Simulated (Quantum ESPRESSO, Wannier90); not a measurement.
# Wannier functions of ZrSi (Cmcm)

Materials Project entry mp-11322; symmetrised, unrelaxed at this level. COD (Crystallography Open Database) has the formula in 2 space groups, this one among them (matched by group alone). Method: PBEsol plane waves in Quantum ESPRESSO 7.5 (PseudoDojo norm-conserving files, 53 Ry, spinors with spin-orbit coupling), Bloch states on a 4×4×4 mesh through Γ, Wannier90 4.0.1. Density: 8×10×10 mesh, cold smearing 0.01 Ry.

On the energy scale of pw.x, whose zero is arbitrary, the Fermi level lies at 13.59 eV.

Input w.win:

```
num_bands = 4
num_wann = 4
exclude_bands = 5-96
spinors = true
num_iter = 1000
conv_tol = 1.0e-6
conv_window = 4
write_hr = true
write_u_matrices = true
auto_projections = true
begin unit_cell_cart
ang
    0.0000000000    0.0000000000    3.7568400000
   -3.7713800000    0.0000000000    0.0000000000
    1.8856900000   -4.9736000000    0.0000000000
end unit_cell_cart
begin atoms_frac
Zr  -0.2500000000 -0.3548500000  0.2903000000
Zr   0.2500000000  0.3548500000 -0.2903000000
Si  -0.2500000000 -0.0781500000 -0.1563000000
Si   0.2500000000  0.0781500000  0.1563000000
end atoms_frac
mp_grid = 4 4 4
begin kpoints
0.0000000000 0.0000000000 0.0000000000
0.0000000000 0.0000000000 0.2500000000
0.0000000000 0.0000000000 0.5000000000
... (61 more lines: the 4x4x4 mesh through Gamma)
end kpoints
```

Input of pw2wannier90.x that gives the overlap and projection files (equivalent; here they were cut from one run over all bands):

```
&inputpp
  outdir = './out'
  prefix = 'pwscf'
  seedname = 'w'
  write_amn = .true.
  write_mmn = .true.
  atom_proj = .true.
  atom_proj_exclude = 3 4 5 6 7 8 9 10 11 12 13 14 15 16 17 18 19 20 23 24 25 26 27 28 29 30 31 32 33 34 35 36 37 38 39 40 41 42 43 44 45 46 47 48 49 50 51 52 53 54 55 56
/
```

Output w.wout (banner and timings cut):

```
                                    ------
                                    SYSTEM
                                    ------

                              Lattice Vectors (Ang)
                    a_1     0.000000   0.000000   3.756840
                    a_2    -3.771380   0.000000   0.000000
                    a_3     1.885690  -4.973600   0.000000

                   Unit Cell Volume:      70.46831  (Ang^3)

                        Reciprocal-Space Vectors (Ang^-1)
                    b_1     0.000000   0.000000   1.672466
                    b_2    -1.666018  -0.631654   0.000000
                    b_3     0.000000  -1.263307   0.000000

 *----------------------------------------------------------------------------*
 |   Site       Fractional Coordinate          Cartesian Coordinate (Ang)     |
 +----------------------------------------------------------------------------+
 | zr   1  -0.25000  -0.35485   0.29030   |    1.88569  -1.44384  -0.93921    |
 | zr   2   0.25000   0.35485  -0.29030   |   -1.88569   1.44384   0.93921    |
 | si   1  -0.25000  -0.07815  -0.15630   |    0.00000   0.77737  -0.93921    |
 | si   2   0.25000   0.07815   0.15630   |    0.00000  -0.77737   0.93921    |
 *----------------------------------------------------------------------------*
                                ------------
                                K-POINT GRID
                                ------------

             Grid size =  4 x  4 x  4      Total points =   64

 *---------------------------------- MAIN ------------------------------------*
 |  Number of Wannier Functions               :                 4             |
 |  Number of Objective Wannier Functions     :                 4             |
 |  Number of input Bloch states              :                 4             |
 |  Output verbosity (1=low, 5=high)          :                 1             |
 |  Timing Level (1=low, 5=high)              :                 1             |
 |  Optimisation (0=memory, 3=speed)          :                 3             |
 |  Length Unit                               :               Ang             |
 |  Post-processing setup (write *.nnkp)      :                 F             |
 |  Using Gamma-only branch of algorithms     :                 F             |
 *----------------------------------------------------------------------------*
 *------------------------------- WANNIERISE ---------------------------------*
 |  Total number of iterations                :              1000             |
 |  Number of CG steps before reset           :                 5             |
 |  Trial step length for line search         :             2.000             |
 |  Convergence tolerence                     :         0.100E-05             |
 |  Convergence window                        :                 4             |
 |  Iterations between writing output         :                 1             |
 |  Iterations between backing up to disk     :               100             |
 |  Write r^2_nm to file                      :                 F             |
 |  Write xyz WF centres to file              :                 F             |
 |  Write on-site energies <0n|H|0n> to file  :                 F             |
 |  Use guiding centre to control phases      :                 F             |
 |  Use phases for initial projections        :                 F             |
 *----------------------------------------------------------------------------*
 *-------------------------------- PLOTTING ----------------------------------*
 |  Plotting Hamiltonian in WF basis          :                 T             |
 *----------------------------------------------------------------------------*

       ... (k-mesh section left out)

 Starting a new Wannier90 calculation ...

 Reading overlaps from w.mmn

 Reading projections from w.amn

 *------------------------------- WANNIERISE ---------------------------------*
 +--------------------------------------------------------------------+<-- CONV
 | Iter  Delta Spread     RMS Gradient      Spread (Ang^2)            |<-- CONV
 +--------------------------------------------------------------------+<-- CONV

 ------------------------------------------------------------------------------
 Initial State
  WF centre and spread    1  (  1.885690, -1.442384, -0.939210 )     0.46854615
  WF centre and spread    2  (  1.885690, -1.442384, -0.939210 )     0.46854615
  WF centre and spread    3  ( -1.885690,  1.442384,  0.939210 )     0.46854615
  WF centre and spread    4  ( -1.885690,  1.442384,  0.939210 )     0.46854615
  Sum of centres and spreads (  0.000000,  0.000000,  0.000000 )     1.87418458

      0     0.187E+01     0.0000000000        1.8741845839  <-- CONV
        O_D=      0.0000000 O_OD=      0.0000017 O_TOT=      1.8741846 <-- SPRD
 ------------------------------------------------------------------------------
      1    -0.215E-13     0.0000009292        1.8741845839  <-- CONV
        O_D=      0.0000000 O_OD=      0.0000017 O_TOT=      1.8741846 <-- SPRD
      2    -0.417E-13     0.0000009211        1.8741845839  <-- CONV
        O_D=      0.0000000 O_OD=      0.0000017 O_TOT=      1.8741846 <-- SPRD
      3    -0.116E-11     0.0000009051        1.8741845839  <-- CONV
        O_D=      0.0000000 O_OD=      0.0000017 O_TOT=      1.8741846 <-- SPRD
      4    -0.244E-14     0.0000002892        1.8741845839  <-- CONV
        O_D=      0.0000000 O_OD=      0.0000017 O_TOT=      1.8741846 <-- SPRD
             <<<     Delta < 1.000E-06  over  4 iterations     >>>
             <<< Wannierisation convergence criteria satisfied >>>
 Final State
  WF centre and spread    1  (  1.885690, -1.442384, -0.939210 )     0.46854615
  WF centre and spread    2  (  1.885690, -1.442384, -0.939210 )     0.46854615
  WF centre and spread    3  ( -1.885690,  1.442384,  0.939210 )     0.46854615
  WF centre and spread    4  ( -1.885690,  1.442384,  0.939210 )     0.46854615
  Sum of centres and spreads (  0.000000,  0.000000,  0.000000 )     1.87418458

         Spreads (Ang^2)       Omega I      =     1.874182903
        ================       Omega D      =     0.000000002
                               Omega OD     =     0.000001678
    Final Spread (Ang^2)       Omega Total  =     1.874184584
```
